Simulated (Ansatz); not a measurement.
InBi (zinc blende, F-43m) under volume change, r²SCAN (plane waves, PAW; program Ansatz), scaled uniformly.

```tsv
V (Å³/atom)	E − E(relaxed) (meV/atom)	P (GPa)
35.090	42.1	4.26
36.247	17.6	2.59
37.404	4.1	1.18
38.561	0.0	0.00
39.717	3.7	-0.99
40.874	14.0	-1.83
42.031	29.8	-2.52
```

Problem. What does a third-order Birch–Murnaghan fit give for V₀, B₀ and B′?

Solution. V₀ = 38.56 Å³/atom, B₀ = 36.0 GPa, B′ = 4.8.

The workflow started from a Materials Project entry (that database holds measured and hypothetical structures alike); the Crystallography Open Database copy checked does not list it. COD files the formula under space group No. 129, so this cell is another polymorph or a model. With In and Bi taken as one species the cell has the higher symmetry Fd-3m, so it may be an ordered model of a mixed-site phase. Its standing as an ambient phase is unchecked. The cell was relaxed with r²SCAN under the symmetry of its start; its stability against distortions is not shown here. Spin–orbit coupling is left out wherever it is not named.

Potentials: the later of the program's two PAW sets.
